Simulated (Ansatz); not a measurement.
BP:
Space group P6₃/mmc (No. 194); a = b = 3.2002 Å, c = 7.5916 Å, α = β = 90.00°, γ = 120.00°

```json
[
 {"atom": "B", "site": "2c", "symmetry": "-6m2", "x": "0.3333", "y": "0.6667", "z": "0.2500"},
 {"atom": "P", "site": "2d", "symmetry": "-6m2", "x": "0.6667", "y": "0.3333", "z": "0.2500"}
]
```

Relaxed with PBE+D3(BJ).

**Question.** Decompose the optical modes at the zone centre into irreducible representations, and say which are infrared and Raman allowed.

**Answer.** Point group 6/mmm: Γ_opt = A2u + 2B1g + E1u + 2E2g. Infrared: A2u, E1u. Raman: E2g.

**Question.** Assign frequencies (DFPT, PBE+D3(BJ) (plane waves, PAW; program Ansatz); without the LO–TO term).

**Answer.** E2g 32i, B1g 105, A2u 244, B1g 279, E1u 958, E2g 962 cm⁻¹.

Subscripts of B labels follow the axes of the standard setting.

Space group P6_3/mmc. The cell is a constructed one: a structure type filled with these elements; neither database checked (COD, Materials Project) lists it. It is not the phase usual at ambient conditions (space group No. 216). The cell was relaxed with PBE+D3(BJ) under the symmetry of its start; phonons on a q-mesh show weakly imaginary modes.

Potentials: the later of the program's two PAW sets.
